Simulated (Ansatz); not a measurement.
The elements of this relaxed trial crystal are hidden behind letters.

```
lattice vectors (Å)
   2.8988    0.0000    0.0000
   0.0000    2.8988    0.0000
   0.0000    0.0000   10.0928
fractional positions
X 0.5000 0.5000 0.5000
Z 0.0000 0.0000 0.0000
Z 0.0000 0.0000 0.7463
Z 0.0000 0.0000 0.2537
Q 0.5000 0.5000 0.6867
Q 0.5000 0.5000 0.3133
```

These are results of DFT PBE, scalar-relativistic, plane waves, PAW in Ansatz, not measurements. Cutoff 420 eV, Γ-centred 14×14×4 mesh (6-atom cell), Gaussian smearing of 0.10 eV, no spin polarisation.

- Space group: P4/mmm (No. 123)
- Conventional cell: a = 2.899 Å, c = 10.093 Å
- Volume per atom: 14.13 Å³
- Density: 5.17 g/cm³
- Formation energy: +0.16 eV/atom
- Gap on the 14×14×4 mesh of the 6-atom cell: 0 eV (a metal)

Energies are uncorrected and count from the elements' standard states at the same level.

**Question.** X is a p-block element of period 3, Z is a p-block element of period 4 and Q is a p-block element of period 2. Which elements are they?

**Answer.** X = Al, Z = Ga, Q = N, so the formula is AlGa3N2. Density times volume gives a mean mass of 5.17 × 14.13/1.6605 = 44.0 u per atom, and this set has 44.0 u. Around Al lie 2 N at 1.88 Å; Ga on a site of symmetry 4/mmm has 2 Ga at 2.56 Å and 4 Ga at 2.90 Å; around N lie 1 Al at 1.88 Å and 4 Ga at 2.14 Å; 1 more site not described. Other sets within the hints have nearly the same mass, so mass alone doesn't settle it; this one was computed.

Symmetry constrained the relaxation, so the result can be a saddle point. Another cell of AlGa3N2 relaxed alike, in R-3m, lies 0.36 eV/atom lower, so this cell isn't the stable form at this level.
